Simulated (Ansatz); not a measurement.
## ZnS: the gap against volume

ZnS, P6_3mc, a = 3.809 Å, c = 18.688 Å. The compound has several low-lying forms, and this is one of them. Ansatz: r2SCAN, PAW, 500 eV, Γ-centred 6×6×2 mesh on 12 atoms, Gaussian smearing 0.02 eV; no spin polarisation. Shape and atoms are relaxed at each volume; x = ln(V/V0) with V0 = 19.573 Å³/atom. The gap is read at the mesh points alone.

```
      x gap y (eV)
-0.1278       3.334
-0.0943       3.173
-0.0619       3.018
-0.0305       2.870
 0.0000       2.727
 0.0296       2.590
 0.0583       2.459
 0.0953           ?
```

**Question.** Fit a straight line to the other rows, give the volume deformation potential of the gap and its pressure coefficient, and predict the missing gap. B0 = 78.5 GPa.

**Answer.** Means x = -0.03237, y = 2.8816; Σ(Δx)² = 0.02693, ΣΔxΔy = -0.1267; the slope is their ratio. y = 2.7293 − 4.7039 x. The slope is the deformation potential a = dE_g/d ln V = -4.70 eV, and dE_g/dP = −a/B0 = 59.9 meV/GPa. At x = 0.0953 the fit asked for gives 2.281 eV. The run gave 2.293 eV, so the fit is 0.012 eV too low, 1.2 % of the span of the series, against an rms of 0.003 eV on the fitted rows. The row lies outside the fitted range. With a term in x² added, a fit to the same known rows predicts 2.291 eV, so most of the miss is curvature that the known rows already hold.

Semilocal functionals give gaps under the measured ones; changes of the gap mostly carry over better.

Cost: 8 runs of about 7.3 core-minutes in all, on Intel Xeon 6975P-C (Granite Rapids) (shared hosts).